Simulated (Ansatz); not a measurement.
Here is an unrelaxed guess for Al2CdO6.

```cif
data_structure
_symmetry_space_group_name_H-M 'Fm-3m'
_symmetry_Int_Tables_number 225
_cell_length_a 7.5172
_cell_length_b 7.5172
_cell_length_c 7.5172
_cell_angle_alpha 90.000
_cell_angle_beta 90.000
_cell_angle_gamma 90.000
_cell_volume 424.79
loop_
_atom_site_label
_atom_site_type_symbol
_atom_site_symmetry_multiplicity
_atom_site_Wyckoff_symbol
_atom_site_fract_x
_atom_site_fract_y
_atom_site_fract_z
_atom_site_occupancy
Al1 Al 8 c 0.25000 0.25000 0.75000 1
Cd1 Cd 4 a 0.00000 0.00000 0.00000 1
O1 O 24 d 0.00000 0.75000 0.75000 1
```

Level of theory: Ansatz 0.2.0, DFT PBE, scalar-relativistic, plane waves, PAW. Settings: cutoff 420 eV, Γ-centred mesh 4×4×4 on the computed 9-atom cell, Gaussian smearing of 0.10 eV; collinear spin from starting moments 0.0 0.0 0.0 1.0 1.0 1.0 1.0 1.0 1.0 μB.

Formation energies are uncorrected and refer to the elements' standard structures at the same level (O₂ as a molecule).

**Question.** What does a single point on this coarse mesh give?

**Answer.** The pressure is -3.0 GPa (it wants to contract), the largest force is 0.00 eV/Å (symmetry fixes the atoms), and the energy is −1.36 eV/atom against the elements. The shortest distance is 1.88 Å.

**Question.** Is it a good guess?

**Answer.** A good one: relaxing gains under 0.1 eV/atom (the start's value is from the coarse mesh, so the gain is rough) in 6 ionic steps and ends at −1.36 eV/atom on the finer mesh. The symmetry stays Fm-3m (No. 225). The volume per atom shrinks by 2.2 %, from 11.8 to 11.5 Å³. The shortest distance goes from 1.88 Å (Al–O) to 1.87 Å (Al–O). Conventional cell: a = 7.461 Å. Al has 6 O at 1.87 Å; Cd is surrounded by 12 O at 2.64 Å; O has 2 Al at 1.87 Å, 2 Cd at 2.64 Å and 8 O at 2.64 Å.

The last run used collinear spin, a 10×10×10 mesh for its 9-atom cell and Gaussian smearing of 0.10 eV. The magnetic state reached may not be the lowest. The relaxation can't lower the symmetry of the start, and the grade says only how near the guess is to its own end. Symmetry constrained the relaxation, so the result can be a saddle point.
